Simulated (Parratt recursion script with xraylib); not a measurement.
## Surface roughness and fringe height: W on Al2O3

| layer, from the top | thickness (Å) | density (g/cm³) | rms roughness of its top face (Å) | δ (10⁻⁶) | β (10⁻⁶) |
|---|---|---|---|---|---|
| W | 600 | 17.245 | varied | 41.21 | 3.551 |
| Al2O3 (substrate) | – | 3.873 | 3.7 | 12.32 | 0.1498 |

The refractive index is n = 1 − δ + iβ. Vacuum lies above.

Densities are inputs, not measurements. They were set from computed cells of the Materials Project: W from entry mp-91 (Im-3m, 19.161 g/cm³, taken at 90 %); Al2O3 from entry mp-1143 (R-3c, 3.873 g/cm³). A layer's crystal structure does not enter its constants, only its composition and density.

Method: specular X-ray reflectivity, Parratt recursion, Névot-Croce roughness, xraylib tables (Parratt recursion script with xraylib 4.3.0).

Photon energy 8.048 keV (λ = 1.5406 Å), s polarisation. The grazing angle θ is scanned from 0.05° to 2° in 900 evenly spaced points, and the curve is smoothed with a Gaussian of 0.004° full width. A maximum is a scan point above both neighbours; its place and height come from a parabola through R at the three points.

The table follows two fringe maxima, those next to orders 15.5 and 25.5 of m = (2d/λ)(sin²θ − 2δ)^½, through runs that differ in the roughness σ₁ of the film surface alone.

| σ₁ (Å) | θ of the first (°) | R there | θ of the second (°) | R there |
|---|---|---|---|---|
| 4 | 1.252 | 0.00243 | 1.946 | 2.24 × 10⁻⁴ |
| 5.9 | 1.252 | 0.00163 | 1.946 | 9.63 × 10⁻⁵ |
| 10 | 1.252 | ? | 1.945 | ? |

Problem. Estimate the two heights for σ₁ = 10 Å.

Solution. At a maximum the amplitudes from the film's two faces add: R ≈ (|r₁|g₁ + |r₂|g₂A)². Here q₀ = 4π sin θ/λ, qⱼ = (q₀² − 32π²δⱼ/λ²)^½ (1 film, 2 substrate), |r₁| = |q₀² − q₁²|/(q₀ + q₁)², |r₂| = |q₁² − q₂²|/(q₁ + q₂)² with the numerators taken from the constants, g₁ = exp(−q₀q₁σ₁²/2), g₂ = exp(−q₁q₂σ₂²/2), and A = exp(−16π²β₁d/(λ²q₁)) for absorption in the film.

Check on a shown row, σ₁ = 5.9 Å, second maximum: q₀ = 0.2770, q₁ = 0.2669, q₂ = 0.2740 Å⁻¹; |r₁| = 0.0185, |r₂| = 0.0131; g₁ = 0.276, g₂ = 0.606, A = 0.588; R ≈ 9.55 × 10⁻⁵ against 9.63 × 10⁻⁵ in the table.

- σ₁ = 10 Å, first maximum: q₀ = 0.1782, q₁ = 0.1621, q₂ = 0.1735 Å⁻¹; |r₁| = 0.0474, |r₂| = 0.0341; g₁ = 0.236, g₂ = 0.825, A = 0.417; R ≈ 5.25 × 10⁻⁴.
- σ₁ = 10 Å, second maximum: q₀ = 0.2768, q₁ = 0.2667, q₂ = 0.2738 Å⁻¹; |r₁| = 0.0186, |r₂| = 0.0132; g₁ = 0.0249, g₂ = 0.607, A = 0.588; R ≈ 2.68 × 10⁻⁵.

The run gave 5.24 × 10⁻⁴ and 2.68 × 10⁻⁵; the estimates are 1.00 and 1.00 times these.
